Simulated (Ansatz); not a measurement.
SnS in space group P-6m2 (No. 187; Sn on 1a, S on 1f), a = 3.924 Å, b = 3.924 Å, c = 3.758 Å, α = 90.00°, β = 90.00°, γ = 120.00°.

This is the PBE-relaxed structure.

**Question.** All from plane-wave PAW PBE (Ansatz code), unless another level is named. Estimate the electronic character.

**Answer.** metallic (no gap).

**Question.** What about the formation energy from the elements (no fitted shifts)?

**Answer.** -0.28 eV/atom.

**Question.** Give the density of states at the Fermi level.

**Answer.** 0.18 states/eV per atom (mean over ±0.08 eV).

A made-up cell: these elements were put on the sites of a structure type; neither database checked (COD, Materials Project) lists it. It is not the phase usual at ambient conditions (space group No. 62). The PBE relaxation kept the symmetry of its start; whether a distortion lowers the energy is not shown. The references are the lowest solids computed at this level, not always the standard phases. Scalar-relativistic: spin–orbit coupling is off unless named, which matters more the heavier the elements.

Potentials: the later of the program's two PAW sets.
